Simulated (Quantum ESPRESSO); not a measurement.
Simulation results for Mg₄Se₃O (made-up cell)

Calculation on a made-up crystal cell, not a measurement: periodic Kohn-Sham density functional theory in plane waves with PseudoDojo standard norm-conserving scalar-relativistic pseudopotentials, each functional with its own files (v0.5 for PBE, v0.4.1 for LDA and PBEsol), no spin polarisation, no spin-orbit coupling, atoms not relaxed, stress positive in tension, energies less a fixed whole-eV offset for each atom's element; levels are Kohn-Sham levels at fractions of this cell's reciprocal vectors, counted from the reference band (half the neutral cell's valence electrons, rounded up) at Gamma; error bars cover cutoff and k-mesh only, not smearing or the files; added strain carries the atoms with the cell, and shear is the tensor component; each bar is the largest change over components, and at least 0.002 eV, 0.002 eV per angstrom or 0.02 GPa; energies are for the whole cell, and the offsets were chosen from early runs and are not element reference energies. Program: Quantum ESPRESSO 7.5.

## Mg₄Se₃O (made-up cell)

```cif
# cell vector a (Å): 5.7298 -0.0076 0.0244
# cell vector b (Å): -0.0076 5.6972 -0.0273
# cell vector c (Å): 0.0244 -0.0273 5.5627
data_Mg4Se3O
_symmetry_space_group_name_H-M 'P 1'
_symmetry_Int_Tables_number 1
_cell_length_a 5.7299
_cell_length_b 5.6973
_cell_length_c 5.5628
_cell_angle_alpha 90.556
_cell_angle_beta 89.504
_cell_angle_gamma 90.154
_cell_volume 181.58
loop_
_atom_site_label
_atom_site_type_symbol
_atom_site_fract_x
_atom_site_fract_y
_atom_site_fract_z
_atom_site_occupancy
Mg1 Mg 0.98516 0.99608 0.99974 1
Mg2 Mg 0.00216 0.51131 0.50887 1
Mg3 Mg 0.49954 0.00734 0.49963 1
Mg4 Mg 0.48520 0.48786 0.02392 1
Se1 Se 0.24182 0.24915 0.24556 1
Se2 Se 0.22457 0.74555 0.76646 1
O1 O 0.73323 0.23810 0.75503 1
Se3 Se 0.76030 0.75846 0.26165 1
```

```
lattice type             : zincblende/diamond
functional               : pbe
cutoff                   : 1170 eV
fermi dirac smearing     : 0.025 eV
scf tolerance            : 1e-07 eV
electrons removed        : 0
k mesh                   : 4 x 4 x 4, shifted by half a step
free energy less offsets : 0.7593 eV
smearing term minus ts   : 0 eV
scf iterations           : 11
pressure                 : 3.867 GPa
stress xx                : -3.553 GPa
stress yy                : -3.978 GPa
stress zz                : -4.071 GPa
stress yz                : -0.1009 GPa
stress xz                : 1.653 GPa
stress xy                : -0.6801 GPa
reference band           : 47
error bar energy         : 0.003234 eV
error bar stress         : 0.02 GPa
error bar force          : 0.004867 eV/Å
error bar next band up   : 0.002 eV
error bars from          : tighter rerun of a related cell
```

Atoms:
```csv
atoms element,atom site,atom energy offset (eV)
Mg,1,-1617
Mg,2,-1617
Mg,3,-1617
Mg,4,-1617
Se,5,-3300
Se,6,-3300
O,7,-452
Se,8,-3300
```

Forces:
```csv
site,x (eV/Å),y (eV/Å),z (eV/Å)
1,-1.512,2.194,-1.404
2,-1.572,-2.014,0.6668
3,0.8929,1.126,1.978
4,2.142,0.02959,-2.108
5,-0.7478,-0.7278,0.9361
6,1.84,0.1844,-0.0711
7,-0.07672,-0.06034,0.05074
8,-0.9657,-0.7313,-0.04867
```

Levels:
```csv
level k point,next band up (eV)
Gamma,2.156
"(1/2,1/2,1/2)",3.283
"(0.15,0,0)",2.491
"(0,0.15,0)",2.504
"(0,0,0.15)",2.51
```
